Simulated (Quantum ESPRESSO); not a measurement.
## TiW3Pd4 (input and log of a self-consistent run)

A calculation, not a measurement. The program is pw.x of Quantum ESPRESSO 7.5 (plane-wave density functional theory). The cell is made up: eight metal atoms on a hexagonal close-packed lattice, with elements, volume, strain and displacements drawn at random and not relaxed, so it may be unstable or far from any real phase. PseudoDojo standard norm-conserving files set the functional (PBE unless stated); there is no spin polarisation or spin-orbit coupling, the Fermi-Dirac width of 0.25 eV means electrons at about 2900 K, and the masses in the input are unused placeholders. Heavy elements are run without spin-orbit coupling, which real alloys of them have. A spin test at this wide smearing found no moment, but such smearing suppresses magnetism that the real alloy may have.

Input:

```
&control calculation='scf', pseudo_dir='./dojo.nc.sr.pbe.v0_5.standard.upf', outdir='./o', disk_io='minimal', tprnfor=.true., tstress=.true. /
&system ibrav=0, nat=8, ntyp=3, nbnd=81, ecutwfc=84.00895049, nosym=.true., tot_charge=0,
 occupations='smearing', smearing='fd', degauss=0.0183746611
/
&electrons conv_thr=1.470e-08, electron_maxstep=70, mixing_beta=0.5 /
ATOMIC_SPECIES
Pd 1.0 Pd.upf
Ti 1.0 Ti.upf
W 1.0 W.upf
CELL_PARAMETERS angstrom
-2.8219 0.0392 0.0
-0.0679 4.8877 -4.6308
0.0679 -4.8877 -4.6308
ATOMIC_POSITIONS angstrom
Ti 0.0264 0.03 -0.0064
W 0.0337 1.6235 -2.2883
Pd 0.0345 0.0248 -4.6066
Pd 0.0342 1.6299 -6.9316
W -1.3787 -0.8281 -2.2824
Pd -1.3013 -2.3726 -4.667
Pd -1.4309 -0.7617 -6.9669
W -1.4517 2.4685 -4.6345
K_POINTS automatic
8 4 4 1 1 1
```

The log is shortened where brackets say so; the opening notice, blank lines, dates and the lines on written files are dropped, and the path of the files is cut. It prints rydbergs, bohrs and kilobars, and counts compression as positive stress. Its total energy is the free energy E - TS of the whole cell.

```
     Program PWSCF v.7.5
     Parallel version (MPI & OpenMP), running on       4 processor cores
     Number of MPI processes:                 4
     Threads/MPI process:                     1
     [start-up lines left out]
     bravais-lattice index     =            0
     lattice parameter (alat)  =       5.3331  a.u.
     unit-cell volume          =     861.8764 (a.u.)^3
     number of atoms/cell      =            8
     number of atomic types    =            3
     number of electrons       =       126.00
     number of Kohn-Sham states=           81
     kinetic-energy cutoff     =      84.0090  Ry
     charge density cutoff     =     336.0358  Ry
     scf convergence threshold =      1.5E-08
     mixing beta               =       0.5000
     number of iterations used =            8  plain     mixing
     Exchange-correlation= PBE
                           (   1   4   3   4   0   0   0)
     [axes and pseudopotential details left out]
   Cartesian axes
     site n.     atom                  positions (alat units)
         1        Ti     tau(   1) = (   0.0093545   0.0106301  -0.0022678  )
         2        W      tau(   2) = (   0.0119412   0.5752661  -0.8108293  )
         3        Pd     tau(   3) = (   0.0122246   0.0087876  -1.6322887  )
         4        Pd     tau(   4) = (   0.0121183   0.5775338  -2.4561222  )
         5        W      tau(   5) = (  -0.4885244  -0.2934265  -0.8087387  )
         6        Pd     tau(   6) = (  -0.4610987  -0.8406999  -1.6536907  )
         7        Pd     tau(   7) = (  -0.5070208  -0.2698985  -2.4686303  )
         8        W      tau(   8) = (  -0.5143910   0.8746808  -1.6421747  )
     number of k points=    64  Fermi-Dirac smearing, width (Ry)=  0.0184
                       cart. coord. in units 2pi/alat
        k(    1) = (  -0.0625181  -0.0008685  -0.0761794), wk =   0.0312500
        k(    2) = (  -0.0635209  -0.0730578  -0.1523588), wk =   0.0312500
     [further k points left out]
     Dense  grid:    89659 G-vectors     FFT dimensions: (  32,  75,  75)
     Estimated max dynamical RAM per process >     389.83 MB
     Estimated total dynamical RAM >       1.46 GB
     Initial potential from superposition of free atoms
     starting charge     125.9962, renormalised to     126.0000
     Starting wfcs are   76 randomized atomic wfcs +    5 random wfcs
     total cpu time spent up to now is        5.1 secs
     per-process dynamical memory:   311.4 Mb
     Self-consistent Calculation
     iteration #  1     ecut=    84.01 Ry     beta= 0.50
     Davidson diagonalization with overlap
     ethr =  1.00E-02,  avg # of iterations =  3.4
     total cpu time spent up to now is       20.9 secs
     total energy              =   -1629.94451519 Ry
     estimated scf accuracy    <      41.78469666 Ry
     iteration #  2     ecut=    84.01 Ry     beta= 0.50
     Davidson diagonalization with overlap
     ethr =  1.00E-02,  avg # of iterations =  5.6
     total cpu time spent up to now is       44.2 secs
     total energy              =   -1646.26906340 Ry
     estimated scf accuracy    <     217.45560835 Ry
     iteration #  3     ecut=    84.01 Ry     beta= 0.50
     Davidson diagonalization with overlap
     ethr =  1.00E-02,  avg # of iterations =  5.0
     total cpu time spent up to now is       63.3 secs
     total energy              =   -1658.60244343 Ry
     estimated scf accuracy    <      22.74536526 Ry
     iteration #  4     ecut=    84.01 Ry     beta= 0.50
     Davidson diagonalization with overlap
     ethr =  1.00E-02,  avg # of iterations =  2.2
     total cpu time spent up to now is       76.2 secs
     total energy              =   -1658.39654537 Ry
     estimated scf accuracy    <      11.63249324 Ry
     iteration #  5     ecut=    84.01 Ry     beta= 0.50
     Davidson diagonalization with overlap
     ethr =  9.23E-03,  avg # of iterations =  1.1
     total cpu time spent up to now is       88.0 secs
     total energy              =   -1657.98096088 Ry
     estimated scf accuracy    <       7.63367076 Ry
     [iterations 6 to 18 left out]
     iteration # 19     ecut=    84.01 Ry     beta= 0.50
     Davidson diagonalization with overlap
     ethr =  1.56E-09,  avg # of iterations =  1.4
     total cpu time spent up to now is      268.7 secs
     total energy              =   -1657.83770000 Ry
     estimated scf accuracy    <       0.00000040 Ry
     iteration # 20     ecut=    84.01 Ry     beta= 0.50
     Davidson diagonalization with overlap
     ethr =  3.17E-10,  avg # of iterations =  1.3
     total cpu time spent up to now is      280.8 secs
     total energy              =   -1657.83770003 Ry
     estimated scf accuracy    <       0.00000005 Ry
     iteration # 21     ecut=    84.01 Ry     beta= 0.50
     Davidson diagonalization with overlap
     ethr =  3.84E-11,  avg # of iterations =  2.1
     total cpu time spent up to now is      294.8 secs
     total energy              =   -1657.83770002 Ry
     estimated scf accuracy    <       0.00000027 Ry
     iteration # 22     ecut=    84.01 Ry     beta= 0.50
     Davidson diagonalization with overlap
     ethr =  3.84E-11,  avg # of iterations =  2.0
     total cpu time spent up to now is      308.3 secs
     total energy              =   -1657.83770004 Ry
     estimated scf accuracy    <       0.00000003 Ry
     iteration # 23     ecut=    84.01 Ry     beta= 0.50
     Davidson diagonalization with overlap
     ethr =  2.43E-11,  avg # of iterations =  1.0
     total cpu time spent up to now is      319.8 secs
     End of self-consistent calculation
     [lines on levels left out]
!    total energy              =   -1657.83770004 Ry
     estimated scf accuracy    <          2.1E-09 Ry
     smearing contrib. (-TS)   =      -0.10182736 Ry
     internal energy E=F+TS    =   -1657.73587268 Ry
     The total energy is F=E-TS. E is the sum of the following terms:
     one-electron contribution =    -476.16350018 Ry
     hartree contribution      =     312.63599691 Ry
     xc contribution           =    -285.99593708 Ry
     ewald contribution        =   -1208.21243233 Ry
     convergence has been achieved in  23 iterations
     Forces acting on atoms (cartesian axes, Ry/au):
     atom    1 type  2   force =     0.00019438    0.01127703    0.03865835
     atom    2 type  3   force =    -0.00445476    0.01166356   -0.01206014
     atom    3 type  1   force =    -0.00187086    0.00982021    0.01850072
     atom    4 type  1   force =    -0.01092687    0.01917027    0.00312244
     atom    5 type  3   force =     0.00385394   -0.00314519   -0.02462815
     atom    6 type  1   force =    -0.00432101   -0.02820271   -0.00023377
     atom    7 type  1   force =     0.00948745   -0.01368807   -0.01949275
     atom    8 type  3   force =     0.00803772   -0.00689510   -0.00386670
     Total force =     0.071356     Total SCF correction =     0.000207
     Computing stress (Cartesian axis) and pressure
          total   stress  (Ry/bohr**3)                   (kbar)     P=      -40.22
  -0.00045575   0.00013734   0.00003884          -67.04       20.20        5.71
   0.00013734  -0.00010255   0.00010522           20.20      -15.08       15.48
   0.00003884   0.00010522  -0.00026198            5.71       15.48      -38.54
     init_run     :      4.77s CPU      5.01s WALL (       1 calls)
     electrons    :    308.39s CPU    314.74s WALL (       1 calls)
     forces       :      2.49s CPU      2.49s WALL (       1 calls)
     stress       :      8.67s CPU      8.67s WALL (       1 calls)
     [timing details left out]
     PWSCF        :   5m24.38s CPU   5m30.99s WALL
     JOB DONE.
```

In other units: free energy -22556.031 eV for the cell, pressure -4.02 GPa, largest force component 0.994 eV/Å in size. The run took 333 s of wall time with four MPI processes on a shared machine (AMD EPYC, Zen 5, virtual cores), so the time is rough. A rerun of this cell at a higher cutoff and on a denser mesh moved values by no more than 0.015 eV in energy, 0.12 GPa in stress and 0.008 eV/Å in force, and a second program with other atomic files agreed on that cell to 2 % rms in force and 0.5 GPa in pressure.